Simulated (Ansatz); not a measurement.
Mn$_{3}$SiN: computed property card

Mn₃SiN:
```yaml
crystal:
  lattice:
    - [2.70575, 1.56217, 4.68121]
    - [-2.70575, 1.56217, 4.68121]
    - [0.00000, -3.12433, 4.68121]
  atoms:
    - { symbol: Si, position: [0.00000, 0.00000, 0.00000] }
    - { symbol: N, position: [0.25000, 0.25000, 0.25000] }
    - { symbol: Mn, position: [0.50000, 0.00000, 0.00000] }
    - { symbol: Mn, position: [0.00000, 0.00000, 0.50000] }
    - { symbol: Mn, position: [0.00000, 0.50000, 0.00000] }
    - { symbol: Si, position: [0.50000, 0.50000, 0.50000] }
    - { symbol: N, position: [0.75000, 0.75000, 0.75000] }
    - { symbol: Mn, position: [0.00000, 0.50000, 0.50000] }
    - { symbol: Mn, position: [0.50000, 0.50000, 0.00000] }
    - { symbol: Mn, position: [0.50000, 0.00000, 0.50000] }
```
The run is spin-polarised; directions of the spins, atom by atom: 0 0 ↑ ↑ ↑ 0 0 ↓ ↓ ↓.

Space group R-3m (No. 166); conventional cell a = 5.4115 Å, b = 5.4115 Å, c = 7.0218 Å, α = 90.00°, β = 90.00°, γ = 120.00°.

Method: DFT-r²SCAN in the program Ansatz with PAW potentials. Structure relaxed to zero pressure with the same functional. Other levels are named where they apply.

Cell and energy:

```
Property                                                       Value
-----------------------------------------------------  -------------
Volume per atom                                             11.87 Å³
Density                                                   5.79 g/cm³
Formation energy from the elements (no fitted shifts)  -0.35 eV/atom
```

Electronic structure:

```
Property                                                                    Result
------------------------------------  --------------------------------------------
Electronic character                                             metallic (no gap)
Density of states at the Fermi level  0.42 states/eV per atom (mean over ±0.08 eV)
```

Magnetism:

```
Property                    Value
--------------  -----------------
Magnetic order  antiferromagnetic
Net moment       0.00 μB per atom
```

The start of the workflow was typed in or built on a structure type; neither database checked (COD, Materials Project) lists it. Its standing as an ambient phase is unchecked. Symmetry was held in the r²SCAN relaxation, as lowered by the spin order; whether a distortion lowers the energy is not shown. Magnetic state: antiferromagnetic, chosen from 4 collinear starts compared on coarse meshes (ties went to the first, and starts can fall back to one state), not a proven ground state. Other orbital occupations within this spin state were not tried. No Hubbard U is applied. For itinerant 3d metals, meta-GGAs of the SCAN family and hybrids are commonly reported to give too large moments. Point labels and valley counts follow the cell and symmetry of the run, lower than the named group. The references are the lowest solids computed at this level, not always the standard phases (solids in place of the gases). The manganese reference at this level is a Cmcm phase, not α-Mn.

Potentials: the later of the program's two PAW sets.
